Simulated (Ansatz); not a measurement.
Data:

MoRh:
```
MoRh
1.0
    2.72678     0.00000     0.00000
   -1.36339     2.36146     0.00000
    0.00000     0.00000     4.35885
Mo Rh
1 1
Direct
  0.00000   0.00000   0.50000
  0.33333   0.66667   0.00000
```

This is the LDA-relaxed structure. Cartesian axes are those of the cell as given.

All from the program Ansatz at the LDA level (PAW), unless another level is named. Estimate the Hill bulk and shear moduli.

305 and 126 GPa.

And the elastic constants (relaxed ions, GPa)?

C11 = 440, C12 = 259, C13 = 197, C33 = 566, C44 = 149.

And the highest zone-centre frequency?

219 cm⁻¹.

Space group P-6m2. The first step of the workflow began from a Materials Project structure, measured or hypothetical; the Crystallography Open Database copy checked does not list it. With Mo and Rh taken as one species the cell has the higher symmetry P6_3/mmc, so it may be an ordered model of a mixed-site phase. Its standing as an ambient phase is unchecked. Symmetry was held in the LDA relaxation; its stability against distortions is not shown here. The run is not spin-polarised. As this level gives no gap, shear constants depend on the k-mesh and smearing (Fermi–Dirac, 0.1 eV here). As this level gives no gap, phonon frequencies hold no LO–TO term and depend on the k-mesh and smearing (Fermi–Dirac, 0.1 eV here). On the denser mesh and wider smearing of the elastic run this cell carries a stress of 0.4 GPa.

Potentials: the later of the program's two PAW sets.
